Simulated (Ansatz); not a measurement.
Clean, relaxed (001) surface of Li, space group R-3m (No. 166) (top face towards +c; atoms held fixed, by place in the list: 1, 2):

```
Li
1.0
     3.05692    0.00000    0.00000
    -1.52846    2.64737    0.00000
     0.00000    0.00000   26.99658
Li
5
Direct
  0.66667 0.33333 0.31485
  0.00000 0.00000 0.40745
  0.66667 0.33333 0.49825
  0.33333 0.66667 0.58880
  0.66667 0.33333 0.67603
```

Level of theory: DFT PBEsol, scalar-relativistic, plane waves, PAW in Ansatz 0.2.0. Plane waves to 420 eV, a k mesh through Γ of 12×12×1 on the computed 5-atom cell and Gaussian smearing (0.10 eV); no spin polarisation. The cell repeats along c with a dipole correction in the vacuum.

CH is put at the bridge (Li-Li) at (0.17, 0.83) site, one adsorbate per 8.1 Å², and relaxed. The adsorption energy is E(slab + adsorbate) − E(slab) − E(free adsorbate, spin-polarised where open-shell). Heights count from the highest slab atom after relaxation. Bonded neighbours lie within 1.25 times the sum of covalent radii (1.35 for H) and, on that scale, within 12 % of the closest. With the adsorbate the cell is lengthened along c to keep the vacuum.

(1) How strongly does it bind, and where does its anchoring atom end?

(2) How high does its anchoring atom sit over the highest slab atom, and what is the shortest contact with the surface?

(3) The clean face has a work function of 3.26 eV. How does the adsorbate change it?

(4) Does the adsorbate stay in one piece?

Each end is the local minimum or symmetric point that its start leads to. This isn't the usual crystal structure of Li.

The adsorbed runs have no spin polarisation, so weakly bound open-shell ends lie too high.

## Answers

(1) -3.89 eV; at (0.33, 0.67), 3 bonded neighbours (Li), largest slab move 0.6 Å.

(2) 1.20 Å; C–Li 2.13 Å.

(3) By +1.18 eV.

(4) Yes.